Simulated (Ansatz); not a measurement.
## Na: comparing deformations

Method: Ansatz, DFT PBEsol, scalar-relativistic, plane waves, PAW. Cutoff 420 eV, Γ-centred 16×16×16 k-points, Gaussian smearing of 0.15 eV. No spin polarisation. Energies are free energies at this smearing, counted from the undisturbed cell; pressure is positive in compression.

The starting cell (as given, not relaxed at this level; it stands at -0.3 GPa):

```
Na
1.0
    -2.11750    2.11750    2.11750
     2.11750   -2.11750    2.11750
     2.11750    2.11750   -2.11750
Na
1
Direct
  0.00000 0.00000 0.00000
```

The cell is strained by ε times a Voigt pattern (xx, yy, zz, yz, xz, xy; engineering shear) with fractional coordinates fixed. τ = (1/V0) dE/dε comes from the stress tensor. Of each scan, only the three points used here are listed.

| pattern | ε | τ (GPa) |
| --- | --- | --- |
| (1, 1, 0, 0, 0, 0) | -0.0150 | 0.219 |
| (1, 1, 0, 0, 0, 0) | 0.0000 | 0.662 |
| (1, 1, 0, 0, 0, 0) | 0.0150 | 1.067 |
| (0, 0, 1, 0, 0, 0) | -0.0150 | 0.2088 |
| (0, 0, 1, 0, 0, 0) | 0.0000 | 0.3309 |
| (0, 0, 1, 0, 0, 0) | 0.0150 | 0.4385 |
| (0, 0, 0, 0, 1, 0) | -0.0125 | -0.0755 |
| (0, 0, 0, 0, 1, 0) | 0.0000 | 0.0000 |
| (0, 0, 0, 0, 1, 0) | 0.0125 | 0.0755 |
| (0, 0, 0, 0, 0, 1) | -0.0150 | -0.0906 |
| (0, 0, 0, 0, 0, 1) | 0.0000 | 0.0000 |
| (0, 0, 0, 0, 0, 1) | 0.0150 | 0.0906 |

Task: Which constants do the scans give, and which deformation costs least for the same size of strain tensor?

Result: The slope dτ/dε at zero (parabola through three points) is pᵀCp: (1, 1, 0, 0, 0, 0) gives 2(C11 + C12) = 28.2 GPa; (0, 0, 1, 0, 0, 0) gives C11 = 7.7 GPa; (0, 0, 0, 0, 1, 0) gives C44 = 6.0 GPa; (0, 0, 0, 0, 0, 1) gives C44 = 6.0 GPa. The size of the strain tensor, ε:ε, is ε² times 2.0, 1.0, 0.5, 0.5. Per unit of it the stiffnesses are 14.1, 7.7, 12.1, 12.1 GPa, so (0, 0, 1, 0, 0, 0) is the softest of these: at ε:ε = (1 %)² the quadratic term costs 0.09 meV/atom against 0.17 for the stiffest. The starting stress shifts them by about its own size.

Task: What else follows for this cubic crystal?

Result: From the unrounded slopes C11 = 7.7 and C12 = 6.5 GPa, so B = (C11 + 2 C12)/3 = 7 GPa and the Poisson ratio for a pull along a cube edge is C12/(C11 + C12) = 0.46.

In a metal these slopes depend on the k mesh and the smearing.